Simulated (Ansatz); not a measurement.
Input and command of a calculation in Ansatz (plane waves; scalar-relativistic PAW potentials unless the input names others):

```yaml
crystal:
  lattice:
    - [2.8881094394, 0.0, 0.0]
    - [-1.4440547197, 2.5011761434, 0.0]
    - [0.0, 0.0, 7.3445772987]
  atoms:
    - { symbol: Cr, position: [0.0, 0.0, 0.0], spin: 2.62 }
    - { symbol: Cr, position: [0.3333333333, 0.6666666667, 0.5988335648] }
    - { symbol: Cr, position: [0.6666666667, 0.3333333333, 0.4011664352] }
    - { symbol: O, position: [0.3333333333, 0.6666666667, 0.1485849205] }
    - { symbol: O, position: [0.6666666667, 0.3333333333, 0.8514150795] }
basis:
  ecutwfc: "120 eV"
kpoints:
  mp_grid: { grid: [12, 12, 6] }
hamiltonian:
  xc: pbe
scf:
  occupations: { method: gaussian, width: 0.1 }
  max_iter: 80
output:
  forces: true
  eigenvalues: true
  stress: true
magnetization:
  spin_polarized: true
```

```bash
ansatz run input.yaml --threads 1 --pin off --max-ram 2560MiB --backend cpu --events-out ev --progress --plain --runs-dir out
```

Abridged log:
```
Basis set: ecut = 120 eV, 163 PW (Γ), exchange–correlation on 24×24×54 points (8 copies of the dense FFT grid, shifted against one another)
Bands: 34, of which v1, the nominal top of the filled ones, is band 27 counted from 1 (26 counted from 0)
Symmetry: 12 space group operations
k-points: 100 of 864
SCF iter   1: F=—  HF=-11077.995929 eV  |F-HF|=—  |Δ(HF+E_count)|=         —  Δρ=4.50e-1 (↑4.50e-1 ↓3.65e-1) dr2=2.48e2  dr2_m=3.84e0  M=0.364 μB ∫|m|=0.580 μB  β_m=0.30  ethr=3.10e-3  ⟨swp⟩=5.2  Hψ=23862  notcnv=0
Mixer restart at iter 1: flushing history
spin=Collinear: Kerker preconditioning applied to the charge; magnetization (m = ρ↑ − ρ↓) channel mixes plain (no charge-response kernel on spin).
SCF iter   2: F=—  HF=-10996.541505 eV  |F-HF|=—  |Δ(HF+E_count)|=    8.15e1  Δρ=3.20e-1 (↑3.20e-1 ↓2.61e-1) dr2=1.36e2  dr2_m=1.91e0  M=0.410 μB ∫|m|=0.576 μB  β_m=0.64  ethr=3.10e-3  ⟨swp⟩=3.0  Hψ=16160  notcnv=0  defer=352
SCF iter   3: F=—  HF=-10926.416933 eV  |F-HF|=—  |Δ(HF+E_count)|=    7.01e1  Δρ=3.80e-2 (↑3.01e-2 ↓3.80e-2) dr2=7.18e0  dr2_m=3.80e-2  M=0.060 μB ∫|m|=0.115 μB  β_m=0.82  ethr=3.10e-3  ⟨swp⟩=5.0  Hψ=25113  notcnv=0  defer=307
SCF iter   4: F=—  HF=-10927.493256 eV  |F-HF|=—  |Δ(HF+E_count)|=    1.08e0  Δρ=1.87e-2 (↑1.70e-2 ↓1.87e-2) dr2=5.90e-1  dr2_m=1.30e-3  M=0.017 μB ∫|m|=0.028 μB  β_m=0.81  ethr=3.10e-3  ⟨swp⟩=3.5  Hψ=12944  notcnv=0  defer=249
SCF iter   5: F=—  HF=-10928.281160 eV  |F-HF|=—  |Δ(HF+E_count)|=   7.88e-1  Δρ=1.47e-2 (↑1.40e-2 ↓1.47e-2) dr2=9.95e-1  dr2_m=1.21e-4  M=0.021 μB ∫|m|=0.026 μB  β_m=0.91  ethr=1.09e-3  ⟨swp⟩=2.1  Hψ=9392  notcnv=0  defer=240
SCF iter   6: F=—  HF=-10928.615128 eV  |F-HF|=—  |Δ(HF+E_count)|=   3.34e-1  Δρ=8.00e-3 (↑6.70e-3 ↓8.00e-3) dr2=2.73e-1  dr2_m=3.50e-4  M=0.030 μB ∫|m|=0.035 μB  β_m=0.95  ethr=1.09e-3  ⟨swp⟩=3.6  Hψ=11718  notcnv=0  defer=240
SCF iter   7: F=—  HF=-10928.587305 eV  |F-HF|=—  |Δ(HF+E_count)|=   2.78e-2  Δρ=3.18e-3 (↑3.14e-3 ↓3.18e-3) dr2=4.19e-2  dr2_m=1.84e-4  M=0.027 μB ∫|m|=0.030 μB  β_m=0.98  ethr=5.06e-4  ⟨swp⟩=2.7  Hψ=12434  notcnv=0  defer=231
SCF iter   8: F=—  HF=-10928.603508 eV  |F-HF|=—  |Δ(HF+E_count)|=   1.62e-2  Δρ=1.25e-3 (↑1.25e-3 ↓1.08e-3) dr2=7.90e-3  dr2_m=1.64e-5  M=0.018 μB ∫|m|=0.020 μB  β_m=0.99  ethr=7.76e-5  ⟨swp⟩=2.2  Hψ=9067  notcnv=0  defer=231
   ...
SCF iter  14: F=—  HF=-10928.620508 eV  |F-HF|=—  |Δ(HF+E_count)|=   6.38e-3  Δρ=1.55e-3 (↑1.18e-3 ↓1.55e-3) dr2=2.27e-4  dr2_m=8.94e-4  M=0.137 μB ∫|m|=0.139 μB  β_m=0.90  ethr=3.13e-6  ⟨swp⟩=2.3  Hψ=12144  notcnv=0
SCF iter  15: F=—  HF=-10928.622006 eV  |F-HF|=—  |Δ(HF+E_count)|=   1.50e-3  Δρ=8.34e-4 (↑8.34e-4 ↓6.02e-4) dr2=9.13e-5  dr2_m=2.44e-4  M=0.033 μB ∫|m|=0.076 μB  β_m=0.95  ethr=4.21e-7  ⟨swp⟩=2.3  Hψ=12684  notcnv=0
SCF iter  16: F=—  HF=-10928.622332 eV  |F-HF|=—  |Δ(HF+E_count)|=   3.26e-4  Δρ=4.19e-4 (↑3.33e-4 ↓4.19e-4) dr2=5.22e-5  dr2_m=5.96e-5  M=0.005 μB ∫|m|=0.036 μB  β_m=0.98  ethr=1.69e-7  ⟨swp⟩=2.4  Hψ=12303  notcnv=0
SCF iter  17: F=—  HF=-10928.622412 eV  |F-HF|=—  |Δ(HF+E_count)|=   7.98e-5  Δρ=1.05e-4 (↑9.46e-5 ↓1.05e-4) dr2=2.16e-5  dr2_m=3.52e-6  M=-0.006 μB ∫|m|=0.007 μB  β_m=0.99  ethr=9.67e-8  ⟨swp⟩=2.5  Hψ=11915  notcnv=0
SCF iter  18: F=—  HF=-10928.622419 eV  |F-HF|=—  |Δ(HF+E_count)|=   7.00e-6  Δρ=4.03e-5 (↑3.34e-5 ↓4.03e-5) dr2=1.04e-5  dr2_m=5.21e-8  M=-0.001 μB ∫|m|=0.001 μB  β_m=0.99  ethr=4.00e-8  ⟨swp⟩=2.0  Hψ=8575  notcnv=0
SCF iter  19: F=—  HF=-10928.622419 eV  |F-HF|=—  |Δ(HF+E_count)|=   2.32e-7  Δρ=8.15e-6 (↑8.15e-6 ↓4.56e-6) dr2=1.93e-7  dr2_m=7.11e-9  M=0.000 μB ∫|m|=0.000 μB  β_m=0.98  ethr=1.93e-8  ⟨swp⟩=1.1  Hψ=6817  notcnv=0
SCF iter  20: F=-10928.622419 eV  HF=-10928.622419 eV  |F-HF|=5.05e-8  |Δ(HF+E_count)|=   4.86e-9  Δρ=3.17e-6 (↑3.17e-6 ↓2.30e-6) dr2=5.42e-8  dr2_m=4.29e-10  M=0.000 μB ∫|m|=0.000 μB  β_m=0.99  ethr=1.85e-10  ⟨swp⟩=2.0  Hψ=9703  notcnv=0
SCF iter  21: F=-10928.622419 eV  HF=-10928.622419 eV  |F-HF|=1.13e-10  |Δ(HF+E_count)|=  4.13e-10  Δρ=3.42e-7 (↑3.42e-7 ↓3.30e-7) dr2=1.78e-10  dr2_m=2.57e-11  M=0.000 μB ∫|m|=0.000 μB  ethr=1.00e-10  ⟨swp⟩=1.0  Hψ=14871  notcnv=0
SCF 2 converged in 21 iterations: F = -10928.622419 eV  dr2 = 1.78e-10
the search or the solves at the SCF's close seem to have found levels that the self-consistency loop had missed (the run counts 2). By its estimate they hold under 1e-12 electrons; where the run keeps them, the occupations were computed again with them
WARN: the starting moments were not kept: the SCF closed with an absolute magnetisation of 3.7e-6 μB, where they sum to 2.62 μB in size (1 site). That is at most 0.1 of that sum. Measured as dr2_m measures the in/out step, that magnetisation stands 5.2e-12 eV from none, at or under the dr2_threshold of 1.0e-7 eV: it is no larger than a step whose dr2_m would equal this threshold. The system may hold no moment; this SCF shows only that its start led to no more than that. To try another start: raise the starting moments (crystal.atoms[].spin, magnetization.per_species, magnetization.initial_magn ...
SCF converged after 17 iterations
Magnetization: 0.0000 μB (27.0000 up, 27.0000 down)
Absolute magnetization: 0.0000 μB (∫|ρ↑−ρ↓|, with the PAW one-centre terms)
Spin contamination: 0.0000 ħ² per cell (⟨S²⟩ above its minimum at these occupations)
Per-site moments (μB) at R_I (Å): [(2.02036212e-6, 0.82203637), (-2.33198412e-7, 0.91199464), (-2.33198412e-7, 0.91199464), (4.98951563e-8, 0.82203637), (4.98951564e-8, 0.82203637)]
Free energy (F): -10928.622419 eV
Harris-Foulkes:  -10928.622419 eV  (|F-HF|=7.04e-10)
Internal energy: -10928.599428 eV  (E = F + TS)
E sigma→0 (E₀):  -10928.610923 eV
Entropy (-TS):   -0.022991 eV (-4.598 meV/atom)
Fermi energy:    16.048129 eV
--- Forces (eV/Å), atoms counted from 1 ---
  atom   1  Cr     0.00000000     0.00000000     0.00000000
  atom   2  Cr     0.00000000     0.00000000     4.22442988
  atom   3  Cr     0.00000000     0.00000000    -4.22442988
  atom   4  O      0.00000000     0.00000000     2.73906776
  atom   5  O      0.00000000     0.00000000    -2.73906776
--- Stress (GPa, compression-positive) ---
     -153.256057       0.000000       0.000000
        0.000000    -153.256057       0.000000
        0.000000       0.000000     -75.369609
  P = ⅓ Tr σ = -127.2939 GPa (-1272.939 kbar)
```

What should be changed?

The fault is a cutoff far too low (basis.ecutwfc: 420 → "120 eV", the first being the value of the sound run). Setting it back cures it. The log, from which this was withheld above, says: «Warning: basis.ecutwfc = 120 eV is below the records' recommended 420 eV, and the density's cutoff is lower with it unless basis.ecutrho_ratio is high enough to keep the records' density cutoff: compare with a run at a higher cutoff» The run converged all the same, with an energy at zero smearing 67.7 eV/atom above the reference's, pressure -127.29 GPa, largest force 4.224 eV/Å, no gap on the mesh, so convergence alone doesn't show that an input is right. A reference run on usual settings, whose relaxation ended at this geometry, converged, and the end of its own relaxation has pressure -0.02 GPa, largest force 0.008 eV/Å, no gap on the mesh.

The run took 27 s on 1 thread of Arm Neoverse V1 (shared host), peak memory 0.39 GiB.